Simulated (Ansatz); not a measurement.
Start of a relaxation, 1 I2 a cell, flat, over a top W site (WC, P-6m2 (No. 187), (1 0 0) face):

```xyz
26
Lattice="5.6653 0.0000 0.0000 0.0000 5.8038 0.0000 0.0000 0.0000 23.8640" Properties=species:S:1:pos:R:3 pbc="T T T"
C     1.4163    0.0000    8.0000
C     1.4163    2.9019    8.0000
C     4.2490    0.0000    8.0000
C     4.2490    2.9019    8.0000
W     0.0000    4.3529    8.8377
W     0.0000    1.4510    8.8377
W     2.8327    4.3529    8.8377
W     2.8327    1.4510    8.8377
C     1.4163    4.3529   10.5131
C     1.4163    1.4510   10.5131
C     4.2490    4.3529   10.5131
C     4.2490    1.4510   10.5131
W     0.0000    2.9019   11.3612
W     0.0000    0.0000   11.3612
W     2.8327    2.9019   11.3612
W     2.8327    0.0000   11.3612
C     1.4163    2.9019   13.0544
C     1.4163    0.0000   13.0544
C     4.2490    2.9019   13.0544
C     4.2490    0.0000   13.0544
W     0.0000    1.4510   13.8354
W     0.0000    4.3529   13.8354
W     2.8327    1.4510   13.8354
W     2.8327    4.3529   13.8354
I     0.0000    1.4510   17.6554
I     1.8976    3.4607   17.6554
```

Theory: DFT PBE+D3(BJ), scalar-relativistic, plane waves, PAW in Ansatz. Settings: cutoff 420 eV, Γ-centred mesh 4×3×1 on the computed 26-atom cell, Gaussian smearing of 0.10 eV; no spin polarisation. The cell repeats along c with a dipole correction in the vacuum.

Atoms 1, 2, 3, 4, 5, 6, 7, 8, 9, 10, 11, 12 (counted from 1) are held. The cell is fixed. Force threshold 0.04 eV/Å.

Q: Where does it end?

A: The energy falls by 5.097 eV in 23 steps, to:

```
CELL_PARAMETERS angstrom
5.66533 0.00000 0.00000
0.00000 5.80381 0.00000
0.00000 0.00000 23.86396
ATOMIC_POSITIONS crystal
C 0.25000 0.00000 0.33523
C 0.25000 0.50000 0.33523
C 0.75000 0.00000 0.33523
C 0.75000 0.50000 0.33523
W 0.00000 0.75000 0.37034
W 0.00000 0.25000 0.37034
W 0.50000 0.75000 0.37034
W 0.50000 0.25000 0.37034
C 0.25000 0.75000 0.44054
C 0.25000 0.25000 0.44054
C 0.75000 0.75000 0.44054
C 0.75000 0.25000 0.44054
W 0.99856 0.50001 0.47606
W 0.00155 0.00002 0.47606
W 0.50155 0.50003 0.47606
W 0.49855 0.00001 0.47606
C 0.25017 0.50016 0.54566
C 0.25011 0.00004 0.54640
C 0.75010 0.50006 0.54640
C 0.75015 0.00018 0.54566
W 0.00019 0.25012 0.58047
W 0.00012 0.75006 0.58046
W 0.50012 0.25006 0.58046
W 0.50019 0.75013 0.58047
I 0.75020 0.00024 0.67182
I 0.24985 0.50018 0.67182
```

The end is the local minimum or symmetric point that this start leads to. The slab is only 5.9 Å thick, so the energy isn't converged with thickness.

Spin–orbit coupling is left out, which can shift energies with elements as heavy as these.

Cost: 1 run of about 22 core-minutes, on Intel Xeon 6975P-C (Granite Rapids) (shared hosts).